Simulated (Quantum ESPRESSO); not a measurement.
# MoTa5WPt: input and log of a self-consistent run

Simulated, not a measurement. The program is pw.x of Quantum ESPRESSO 7.5 (plane-wave density functional theory). The cell is made up: eight metal atoms on a hexagonal close-packed lattice, with elements, volume, strain and displacements drawn at random and not relaxed, so it may be unstable or far from any real phase. PseudoDojo standard norm-conserving files set the functional (PBE unless stated); there is no spin polarisation or spin-orbit coupling, the Fermi-Dirac width of 0.25 eV means electrons at about 2900 K, and the masses in the input are unused placeholders. Heavy elements are run without spin-orbit coupling, which real alloys of them have. A spin test at this wide smearing found no moment, but such smearing suppresses magnetism that the real alloy may have.

Input:

```
&control calculation='scf', pseudo_dir='./dojo.nc.sr.pbe.v0_5.standard.upf', outdir='./o', disk_io='minimal', tprnfor=.true., tstress=.true. /
&system ibrav=0, nat=8, ntyp=4, nbnd=74, ecutwfc=84.00895049, nosym=.true., tot_charge=0,
 occupations='smearing', smearing='fd', degauss=0.0183746611
/
&electrons conv_thr=1.470e-08, electron_maxstep=70, mixing_beta=0.5 /
ATOMIC_SPECIES
Mo 1.0 Mo.upf
Pt 1.0 Pt.upf
Ta 1.0 Ta.upf
W 1.0 W.upf
CELL_PARAMETERS angstrom
-2.8894 -0.0011 -0.0472
-0.0746 4.9451 -4.7727
-0.0785 -5.0399 -4.8739
ATOMIC_POSITIONS angstrom
Mo 0.0201 0.0197 -0.0018
Ta -0.0304 1.6002 -2.4106
Ta -0.1468 -0.0097 -4.8088
W -0.1494 1.59 -7.248
Pt -1.5284 -0.8929 -2.4658
Ta -1.5773 -2.5815 -4.8552
Ta -1.5483 -0.8949 -7.2589
Ta -1.4944 2.4292 -4.8157
K_POINTS automatic
8 4 4 1 1 1
```

The log is shortened where brackets say so; the opening notice, blank lines, dates and the lines on written files are dropped, and the path of the files is cut. It prints rydbergs, bohrs and kilobars, and counts compression as positive stress. Its total energy is the free energy E - TS of the whole cell.

```
     Program PWSCF v.7.5
     Parallel version (MPI & OpenMP), running on       4 processor cores
     Number of MPI processes:                 4
     Threads/MPI process:                     1
     [start-up lines left out]
     bravais-lattice index     =            0
     lattice parameter (alat)  =       5.4609  a.u.
     unit-cell volume          =     938.7301 (a.u.)^3
     number of atoms/cell      =            8
     number of atomic types    =            4
     number of electrons       =       111.00
     number of Kohn-Sham states=           74
     kinetic-energy cutoff     =      84.0090  Ry
     charge density cutoff     =     336.0358  Ry
     scf convergence threshold =      1.5E-08
     mixing beta               =       0.5000
     number of iterations used =            8  plain     mixing
     Exchange-correlation= PBE
                           (   1   4   3   4   0   0   0)
     [axes and pseudopotential details left out]
   Cartesian axes
     site n.     atom                  positions (alat units)
         1        Mo     tau(   1) = (   0.0069555   0.0068171  -0.0006229  )
         2        Ta     tau(   2) = (  -0.0105198   0.5537435  -0.8341795  )
         3        Ta     tau(   3) = (  -0.0507996  -0.0033567  -1.6640680  )
         4        W      tau(   4) = (  -0.0516993   0.5502138  -2.5081445  )
         5        Pt     tau(   5) = (  -0.5288973  -0.3089848  -0.8532813  )
         6        Ta     tau(   6) = (  -0.5458190  -0.8933188  -1.6801246  )
         7        Ta     tau(   7) = (  -0.5357837  -0.3096769  -2.5119164  )
         8        Ta     tau(   8) = (  -0.5171318   0.8406160  -1.6664557  )
     number of k points=    64  Fermi-Dirac smearing, width (Ry)=  0.0184
                       cart. coord. in units 2pi/alat
        k(    1) = (  -0.0613010   0.0007732  -0.0739260), wk =   0.0312500
        k(    2) = (  -0.0600615  -0.0708284  -0.1481333), wk =   0.0312500
     [further k points left out]
     Dense  grid:    97579 G-vectors     FFT dimensions: (  32,  75,  80)
     Estimated max dynamical RAM per process >     412.60 MB
     Estimated total dynamical RAM >       1.54 GB
     Initial potential from superposition of free atoms
     starting charge     110.9933, renormalised to     111.0000
     Starting wfcs are   80 randomized atomic wfcs
     total cpu time spent up to now is        8.4 secs
     per-process dynamical memory:   329.7 Mb
     Self-consistent Calculation
     iteration #  1     ecut=    84.01 Ry     beta= 0.50
     Davidson diagonalization with overlap
     ethr =  1.00E-02,  avg # of iterations =  2.6
     total cpu time spent up to now is       31.4 secs
     total energy              =   -1202.28250218 Ry
     estimated scf accuracy    <       3.57006528 Ry
     iteration #  2     ecut=    84.01 Ry     beta= 0.50
     Davidson diagonalization with overlap
     ethr =  3.22E-03,  avg # of iterations =  3.6
     total cpu time spent up to now is       59.0 secs
     total energy              =   -1201.47814034 Ry
     estimated scf accuracy    <      39.16285432 Ry
     iteration #  3     ecut=    84.01 Ry     beta= 0.50
     Davidson diagonalization with overlap
     ethr =  3.22E-03,  avg # of iterations =  3.0
     total cpu time spent up to now is       84.8 secs
     total energy              =   -1204.10422118 Ry
     estimated scf accuracy    <       4.94136186 Ry
     iteration #  4     ecut=    84.01 Ry     beta= 0.50
     Davidson diagonalization with overlap
     ethr =  3.22E-03,  avg # of iterations =  1.6
     total cpu time spent up to now is      104.1 secs
     total energy              =   -1204.41380869 Ry
     estimated scf accuracy    <       0.88910101 Ry
     iteration #  5     ecut=    84.01 Ry     beta= 0.50
     Davidson diagonalization with overlap
     ethr =  8.01E-04,  avg # of iterations =  2.4
     total cpu time spent up to now is      122.5 secs
     total energy              =   -1204.43083112 Ry
     estimated scf accuracy    <       0.26471363 Ry
     [iterations 6 to 17 left out]
     iteration # 18     ecut=    84.01 Ry     beta= 0.50
     Davidson diagonalization with overlap
     ethr =  1.28E-09,  avg # of iterations =  1.9
     total cpu time spent up to now is      408.0 secs
     total energy              =   -1204.46600981 Ry
     estimated scf accuracy    <       0.00000093 Ry
     iteration # 19     ecut=    84.01 Ry     beta= 0.50
     Davidson diagonalization with overlap
     ethr =  8.41E-10,  avg # of iterations =  1.0
     total cpu time spent up to now is      428.6 secs
     total energy              =   -1204.46600987 Ry
     estimated scf accuracy    <       0.00000004 Ry
     iteration # 20     ecut=    84.01 Ry     beta= 0.50
     Davidson diagonalization with overlap
     ethr =  3.30E-11,  avg # of iterations =  3.2
     total cpu time spent up to now is      450.8 secs
     total energy              =   -1204.46600988 Ry
     estimated scf accuracy    <       0.00000005 Ry
     iteration # 21     ecut=    84.01 Ry     beta= 0.50
     Davidson diagonalization with overlap
     ethr =  3.30E-11,  avg # of iterations =  2.0
     total cpu time spent up to now is      469.0 secs
     total energy              =   -1204.46600988 Ry
     estimated scf accuracy    <       0.00000002 Ry
     iteration # 22     ecut=    84.01 Ry     beta= 0.50
     Davidson diagonalization with overlap
     ethr =  1.82E-11,  avg # of iterations =  1.5
     total cpu time spent up to now is      486.6 secs
     End of self-consistent calculation
     [lines on levels left out]
!    total energy              =   -1204.46600988 Ry
     estimated scf accuracy    <          8.7E-09 Ry
     smearing contrib. (-TS)   =      -0.13939996 Ry
     internal energy E=F+TS    =   -1204.32660991 Ry
     The total energy is F=E-TS. E is the sum of the following terms:
     one-electron contribution =    -206.09947048 Ry
     hartree contribution      =     161.32386919 Ry
     xc contribution           =    -249.31145336 Ry
     ewald contribution        =    -910.23955526 Ry
     convergence has been achieved in  22 iterations
     Forces acting on atoms (cartesian axes, Ry/au):
     atom    1 type  1   force =    -0.00210232   -0.00503774   -0.02854972
     atom    2 type  3   force =     0.00211149   -0.02195511    0.02189870
     atom    3 type  3   force =     0.00131044   -0.01297309    0.02191355
     atom    4 type  4   force =     0.00095498    0.01227211    0.00857325
     atom    5 type  2   force =     0.00250619    0.00059146    0.01322690
     atom    6 type  3   force =    -0.00364166   -0.01043985    0.01635865
     atom    7 type  3   force =     0.00192069    0.00916936   -0.01371289
     atom    8 type  3   force =    -0.00305981    0.02837286   -0.03970844
     Total force =     0.076971     Total SCF correction =     0.000468
     Computing stress (Cartesian axis) and pressure
          total   stress  (Ry/bohr**3)                   (kbar)     P=       35.51
   0.00006698  -0.00003485   0.00003692            9.85       -5.13        5.43
  -0.00003485   0.00020861   0.00011174           -5.13       30.69       16.44
   0.00003692   0.00011174   0.00044852            5.43       16.44       65.98
     init_run     :      7.75s CPU      8.08s WALL (       1 calls)
     electrons    :    468.97s CPU    478.23s WALL (       1 calls)
     forces       :      3.93s CPU      3.98s WALL (       1 calls)
     stress       :     14.82s CPU     15.12s WALL (       1 calls)
     [timing details left out]
     PWSCF        :   8m15.84s CPU   8m25.80s WALL
     JOB DONE.
```

In other units: free energy -16387.595 eV for the cell, pressure 3.55 GPa, largest force component 1.021 eV/Å in size. The run took 508 s of wall time with four MPI processes on a shared machine (Intel Xeon, 2023 or later, virtual cores), so the time is rough. A rerun of this cell at a higher cutoff and on a denser mesh moved values by no more than 0.005 eV in energy, 0.09 GPa in stress and 0.010 eV/Å in force, and a second program with other atomic files agreed on that cell to 2 % rms in force and 0.5 GPa in pressure.